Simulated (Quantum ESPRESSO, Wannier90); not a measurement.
## Tight-binding from DFT: BP (zinc blende)

```xyz
2
Lattice="0.0000 2.2661 2.2661 2.2661 0.0000 2.2661 2.2661 2.2661 0.0000" Properties=species:S:1:pos:R:3 pbc="T T T"
B      0.0000     0.0000     0.0000
P     -1.1330    -1.1330    -1.1330
```

Cell from Materials Project (mp-1479), symmetrised, no further relaxation. COD (Crystallography Open Database) has an entry of this formula and space group (matched by these alone). Computed values, not measurements, from PBEsol: Quantum ESPRESSO (norm-conserving PseudoDojo potentials, cutoff 61 Ry, no spin polarisation, no spin-orbit coupling) on a Γ-centred 10×10×10 mesh, then Wannier90. Density: 12×12×12 mesh, cold smearing 0.01 Ry.

Functional, cutoff and mesh named above are those of the base row (PBEsol); the first column says what each row takes instead. Model: 8 functions from bands 1-15, start hydrogen-like B: s;p; P: s;p, disentangled but not localised (num_iter = 0), frozen window tied to the conduction edge or Fermi level of each row, as listed, which moves Ω_I and hoppings a little by itself. Energies are relative to the valence-band maximum; the misfit is to pw.x on a path, for states up to 2.1 eV relative to the valence-band maximum. The functional changes, each with its own PseudoDojo files and their cutoffs, on the same cell. The disentangled Ω_I can sit in another minimum from row to row.

| functional | frozen to (eV) | Ω_I (Å²) | rms misfit (meV) | gap (eV) | bottom of band 1 (eV) | on-site B1 pz minus B1 s (eV) | hopping modulus B1 s – P2 s, R = 0 0 1 (eV) | hopping modulus B1 px – P2 s, R = 1 0 0 (eV) | hopping modulus B1 py – P2 px, R = 1 0 0 (eV) |
|---|---|---|---|---|---|---|---|---|---|
| LDA | 2.69 | 6.95 | 28 | 1.19 | -15.43 | 3.43 | 2.575 | 2.122 | 1.769 |
| PBE | 2.75 | 6.96 | 27 | 1.24 | -15.49 | 3.59 | 2.588 | 2.139 | 1.786 |
| PBEsol | 2.63 | 7.00 | 27 | 1.13 | -15.53 | 3.55 | 2.585 | 2.132 | 1.782 |
